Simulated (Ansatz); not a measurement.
Data:

Al₂O₃:
```xyz
10
Lattice="2.3788 1.3734 4.3308 -2.3788 1.3734 4.3308 0.0000 -2.7468 4.3308" Properties=species:S:1:pos:R:3 pbc="T T T"
Al     0.0000     0.0000     1.9249
Al     0.0000     0.0000    11.0674
Al     0.0000     0.0000     4.5712
Al     0.0000     0.0000     8.4210
O      0.9214     1.3734     7.5788
O     -0.9214    -1.3734     5.4134
O     -1.6501     0.1113     7.5788
O      1.6501    -0.1113     5.4134
O      0.7287    -1.4847     7.5788
O     -0.7287     1.4847     5.4134
```

This is the r²SCAN-relaxed structure.

Problem. All from the program Ansatz at the r²SCAN level (PAW), unless another level is named. Estimate the vibrational entropy at 300 K.

Solution. 10.2 J/(K·mol of atoms).

Problem. Next, the Hill bulk and shear moduli?

Solution. 256 and 166 GPa.

Space group R-3c (corundum). The r²SCAN relaxation kept the symmetry of its start; phonons on a q-mesh show no instability.

Potentials: the earlier of the program's two PAW sets.
